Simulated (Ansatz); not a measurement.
Below is a relaxed structure of YRhC4N4. The cell was found from a structure generator's guess, not taken from experiment.

Computed with DFT PBE, scalar-relativistic, plane waves, PAW in Ansatz. Cutoff 420 eV, Γ-centred mesh, Gaussian smearing, collinear spin.

```yaml
crystal:
  lattice:
    - [6.23625, 0.00000, 0.00000]
    - [0.00000, 6.23625, 0.00000]
    - [0.00000, 0.00000, 6.23625]
  atoms:
    - { symbol: Y, position: [0.50000, 0.50000, 0.50000] }
    - { symbol: Rh, position: [0.00000, 0.00000, 0.00000] }
    - { symbol: C, position: [0.18311, 0.18311, 0.18311] }
    - { symbol: C, position: [0.18311, 0.81689, 0.81689] }
    - { symbol: C, position: [0.81689, 0.18311, 0.81689] }
    - { symbol: C, position: [0.81689, 0.81689, 0.18311] }
    - { symbol: N, position: [0.29288, 0.29288, 0.29288] }
    - { symbol: N, position: [0.29288, 0.70712, 0.70712] }
    - { symbol: N, position: [0.70712, 0.29288, 0.70712] }
    - { symbol: N, position: [0.70712, 0.70712, 0.29288] }
```

Formation energies are uncorrected and refer to the elements' standard structures at the same level (N₂ as a molecule).

Task: What space group does it have?

Result: P-43m (No. 215). Conventional cell: a = 6.236 Å. Y is surrounded by 4 N at 2.24 Å; around Rh lie 4 C at 1.98 Å; C has 1 N at 1.19 Å and 1 Rh at 1.98 Å; around N lie 1 C at 1.19 Å and 1 Y at 2.24 Å.

Task: What is its formation energy per atom?

Result: +0.09 eV/atom. The separate elements lie lower, so it is unstable against them.

Task: Is it a metal?

Result: Yes, bands cross the Fermi level on the 6×6×6 mesh.

Task: Which magnetic moments does it keep?

Result: 0.20 μB per atom net, the space between the atoms included; by site: Rh 0.7 μB.

Task: From what recipe could a structure generator have reached it?

Result: One such recipe: two interpenetrating cyanide-bridged diamond nets (P-43m, No. 215). Other recipes can lead to the same cell.

The last run used collinear spin, a 6×6×6 mesh for its 10-atom cell and Gaussian smearing of 0.10 eV. The reference form of C is held partly by dispersion forces, which this level lacks. Another magnetic order may lie lower. Symmetry constrained the relaxation, so the result can be a saddle point.
